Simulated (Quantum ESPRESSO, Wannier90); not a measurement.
**Tight-binding from DFT: HfN (rock salt)**

```yaml
crystal:
  lattice:
    - [0.00000, 2.25586, 2.25586]
    - [2.25586, 0.00000, 2.25586]
    - [2.25586, 2.25586, 0.00000]
  atoms:
    - { symbol: Hf, position: [0.00000, 0.00000, 0.00000] }
    - { symbol: N, position: [0.50000, 0.50000, 0.50000] }
```

Structure: Materials Project mp-2828, symmetrised, not relaxed again. COD (Crystallography Open Database) has an entry of this formula and space group (matched by these alone). Method: PBEsol plane waves in Quantum ESPRESSO 7.5 (PseudoDojo norm-conserving files, 68 Ry, no spin polarisation, no spin-orbit coupling), Bloch states on a 12×12×12 mesh through Γ, Wannier90 4.0.1. Density: 12×12×12 mesh, cold smearing 0.01 Ry. Spin-orbit coupling is left out although heavy elements are present.

Base run: 8 functions from bands 6-22 of the 22 computed, start hydrogen-like Hf: d; N: p, frozen window up to 1.50 eV relative to the Fermi level, outer window open. Its settings: num_cg_steps = 5, trial_step = 2 and dis_mix_ratio = 0.5 (the program's defaults), conv_tol = 1.0e-6 over 4 steps, num_iter = 800, dis_conv_tol = 1.0e-6, dis_num_iter = 1000. One of them is changed at a time.

```tsv
run	disentanglement steps	localisation steps	Ω_I (Å²)	Ω_total (Å²)	ended
base	124	31	10.877	11.261	converged
num_cg_steps = 0	124	104	10.877	11.261	converged
fixed_step = 0.5	124	800	10.877	11.292	step limit
dis_mix_ratio = 1.0	41	31	10.877	11.261	converged
```
